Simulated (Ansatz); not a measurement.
InGaSbAs in space group Pmm2 (No. 25; Pearson symbol oP8), the program Ansatz at the PBE level (PAW), all energies at zero smearing, with the estimated change up to a 700 eV cutoff added, with one set of potentials and settings (totals compare only within such a set). Cell of 8 atoms (2 In, 2 As, 2 Ga, 2 Sb): -41444.854 eV.

```tsv
element	reference phase	E (eV/atom)
In	I4/mmm, 1 atoms in the cell	-5597.9156
As	R-3m, 2 atoms in the cell	-4856.1443
Ga	Cmce, 4 atoms in the cell	-3783.0259
Sb	R-3m, 2 atoms in the cell	-6484.5760
```

Formation energy per atom, worked out: (-41444.854 − 2×(-5597.9156) − 2×(-4856.1443) − 2×(-3783.0259) − 2×(-6484.5760))/8 = -0.191 eV/atom (-18 kJ per mol of atoms), at 0 K, without zero-point energy or fitted corrections.

The start of the workflow was typed in or built on a structure type; neither database checked (COD, Materials Project) lists it. Whether it is the stable phase at ambient conditions was not checked. Symmetry was held in the PBE relaxation; whether a distortion lowers the energy is not shown. The references are the lowest solids computed at this level, not always the standard phases. Scalar-relativistic: spin–orbit coupling is off unless named, which matters more the heavier the elements.

Potentials: the earlier of the program's two PAW sets.
